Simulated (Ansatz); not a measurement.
GaWSe4, a known structure type with other elements, at an estimated volume

```yaml
crystal:
  lattice:
    - [6.21803, 0.00000, 0.00000]
    - [0.00000, 3.73999, 0.00000]
    - [0.00000, 0.00000, 6.31996]
  atoms:
    - { symbol: Se, position: [0.25000, 0.00000, 0.33000] }
    - { symbol: Se, position: [0.75000, 0.00000, 0.67000] }
    - { symbol: Ga, position: [0.00000, 0.00000, 0.00000] }
    - { symbol: Se, position: [0.25000, 0.50000, 0.83000] }
    - { symbol: Se, position: [0.75000, 0.50000, 0.17000] }
    - { symbol: W, position: [0.00000, 0.50000, 0.50000] }
```

Single point in Ansatz 0.2.0 with r2SCAN, spin-orbit coupling. Cutoff 500 eV, PAW datasets, 3×5×3 Γ-centred k mesh, fermi-dirac filling (width 0.1 eV).

Magnetic state (reached from a saved solution, and it need not be the lowest): W6 along (0.01, 0.00, 1.00).

Moments: W6 0.62 μB of spin moment in Bader basins; net size 0.57 μB a cell.
Stress: The pressure is -6.5 GPa (compression positive), so with the atoms held at these fractions the cell would first shrink; the forces are large, so a full relaxation may end otherwise. The principal stresses -9.1, -7.0, -3.3 GPa differ, so its shape would change too.
Electronic structure: It is a metal, with about 2.4 states/eV a cell as the mean within 0.25 eV of the Fermi level, mostly Se p (48 %) and W d (42 %).
Forces: The largest is on Se4 (and as large on other atoms): 1.31 eV/Å, components (-1.11, 0.00, -0.71). It makes 21° with the line to a nearest neighbour, W6 at 2.60 Å, pointing towards it.

Origin: a known structure type with other elements, at an estimated volume, so it need not be a known compound. Caveats: the k mesh is coarse if the cell is a metal.
